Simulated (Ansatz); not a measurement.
Polymorphs of TePt, each relaxed with r²SCAN (plane waves, PAW; program Ansatz):

A: CsCl type (Pm-3m)
a = b = c = 3.4275 Å, α = β = γ = 90.00°

```
atom  site  symmetry       x       y       z
----  ----  --------  ------  ------  ------
Pt      1a      m-3m  0.0000  0.0000  0.0000
Te      1b      m-3m  0.5000  0.5000  0.5000
```

B: Pmma
a = 3.587 Å, b = 3.523 Å, c = 7.803 Å, α = β = γ = 90.00°

```json
[
 {"atom": "Pt", "site": "2e", "symmetry": "mm2", "x": "0.7500", "y": "0.0000", "z": "0.1386"},
 {"atom": "Te", "site": "2f", "symmetry": "mm2", "x": "0.2500", "y": "0.5000", "z": "0.2649"}
]
```

C: Cmcm
a = 3.9823 Å, b = 10.7901 Å, c = 3.8890 Å, α = 90.00°, β = 90.00°, γ = 90.00°

```csv
atom,site,symmetry,x,y,z
Te,4c,m2m,0.0000,0.6431,0.2500
Pt,4c,m2m,0.0000,0.1100,0.7500
```

**Question.** Order them by energy per atom at 0 K (lowest first) at the level r²SCAN.

**Answer.** C (+0 meV/atom), B (+29 meV/atom), A (+371 meV/atom)

Typed or built starts, not in the databases checked: A; B; C. All cells were relaxed under the symmetry of their starts (and spin orders); stability against distortions was not tested throughout. Rows with no word on spin ran without spin polarisation. Spin–orbit coupling is left out wherever it is not named.

Energies hold the estimated change up to a 700 eV cutoff; steps of a few meV lie near the error of the meshes.

Potentials: the earlier of the program's two PAW sets.
